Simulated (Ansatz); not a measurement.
**An Ansatz input for Al2O3**

```yaml
crystal:
  lattice:
    - [2.38025, 1.3742379782, 4.3318666667]
    - [-2.38025, 1.3742379782, 4.3318666667]
    - [0.0, -2.7484759565, 4.3318666667]
  atoms:
    - { symbol: Al, position: [0.35216, 0.35216, 0.35216] }
    - { symbol: Al, position: [0.14784, 0.14784, 0.14784] }
    - { symbol: Al, position: [0.64784, 0.64784, 0.64784] }
    - { symbol: Al, position: [0.85216, 0.85216, 0.85216] }
    - { symbol: O, position: [0.55668, 0.94332, 0.25] }
    - { symbol: O, position: [0.25, 0.55668, 0.94332] }
    - { symbol: O, position: [0.94332, 0.25, 0.55668] }
    - { symbol: O, position: [0.44332, 0.05668, 0.75] }
    - { symbol: O, position: [0.75, 0.44332, 0.05668] }
    - { symbol: O, position: [0.05668, 0.75, 0.44332] }
kpoints:
  mp_grid: { grid: [8, 8, 8] }
scf:
  occupations: { method: fermi_dirac, width: 0.02 }
  max_iter: 100
hamiltonian:
  xc: pbe
  pseudopotentials: { kind: nc }
output:
  forces: true
  stress: true
  populations: true
  efg:
    quadrupole_moments_barn: { Al: 0.1466, O: -0.02558 }
    contact_densities: true
magnetization:
  spin_polarized: true
  spin_orbit: true
```

```sh
ansatz run input.yaml --threads 4 --pin off --max-ram 10240MiB --backend cpu --events-out ev --progress --plain --runs-dir out
```

(1) What happens when this input is run?

## Answers

(1) The program refused the input. The input holds spin-orbit coupling on scalar files. The program says:

```
Error: 3 input errors — fix all and re-run
  1. inconsistent input (magnetization.spin_orbit, magnetization.noncollinear): true requires noncollinear: true — spin–orbit coupling acts on 2-spinor wavefunctions; set both flags
  2. inconsistent input (magnetization.spin_orbit, hamiltonian.pseudopotentials.kind): true requires a fully-relativistic hamiltonian.pseudopotentials.kind (nc_fr or paw_fr), or kind: all_electron without datasets and azcp, which then solves Dirac's equation on LAPW. paw_fr resolves this project's PAW files (source: ansatz) by j as it reads them
```

Against a sound input the change was `magnetization`: not typed → {spin_polarized: true, spin_orbit: true}; `hamiltonian.pseudopotentials`: {kind: paw} → {kind: nc}; `scf.max_iter`: not typed → 100.

With the sound settings the run converges and gives V_zz (10²¹ V/m²) Al 0.57 (η 0.00), O -3.88 (η 0.51). At this cell the PBE pressure is 7 GPa, so with PBE the cell would grow if it were relaxed.
